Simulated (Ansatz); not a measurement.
Input:

ZrSi in space group P-6m2 (No. 187; Zr on 1a, Si on 1f), a = b = 3.162 Å, c = 4.329 Å, α = β = 90.00°, γ = 120.00°.

This is the PBE-relaxed structure.

**Question.** All from PBE in the plane-wave PAW code Ansatz, unless another level is named. Estimate the electronic character.

**Answer.** metallic (no gap).

**Question.** What about the density of states at the Fermi level?

**Answer.** 1.2 states/eV per atom (mean over ±0.08 eV).

**Question.** Next, the formation energy from the elements (no fitted shifts)?

**Answer.** -38 kJ/mol of atoms.

The cell is a constructed one: a structure type filled with these elements; neither database checked (COD, Materials Project) lists it. COD files the formula under space group No. 62, 63, so this cell is another polymorph or a model. Whether it is the stable phase at ambient conditions was not checked. Symmetry was held in the PBE relaxation; whether a distortion lowers the energy is not shown. The run is not spin-polarised. The references are the lowest solids computed at this level, not always the standard phases. Spin–orbit coupling is left out wherever it is not named.

Potentials: the later of the program's two PAW sets.
